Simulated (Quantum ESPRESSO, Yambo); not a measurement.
For Rb2SiF6 (space group Fm-3m, No. 225), Yambo gives the independent-particle static dielectric constant along x as 2.08 on PBEsol bands and 1.86 after a scissor of 4.14 eV widens every gap (4×4×4 mesh, 115 bands, 3 Ry local-field block, 0.2 eV broadening).

A scissor keeps the position matrix elements. In a one-oscillator model, how does ε − 1 scale, and what mean transition energy do the two values imply?

Each transition adds |r|²/E to ε − 1, so ε − 1 ∝ 1/(E0 + Δ). Then (1.86 − 1)/(2.08 − 1) = E0/(E0 + Δ) = 0.796, and E0 = Δ(ε' − 1)/(ε − ε') = 16.2 eV. The computed Im ε, weighted by 1/E up to 20 eV, has its mean at 15.0 eV; the smallest direct PBEsol gap is 7.39 eV. The scissor comes from a G0W0 run whose convergence isn't established. Convergence of the RPA response with its 4×4×4 mesh was not tested.

Bands from Quantum ESPRESSO.

Geometry of the Materials Project entry, not relaxed at this level; primitive cell a = 5.907 Å, b = 5.907 Å, c = 5.907 Å, α = 60.00°, β = 60.00°, γ = 60.00°.

The structure is a Materials Project entry; no match was found in the copy of COD used, and its stability was not checked.
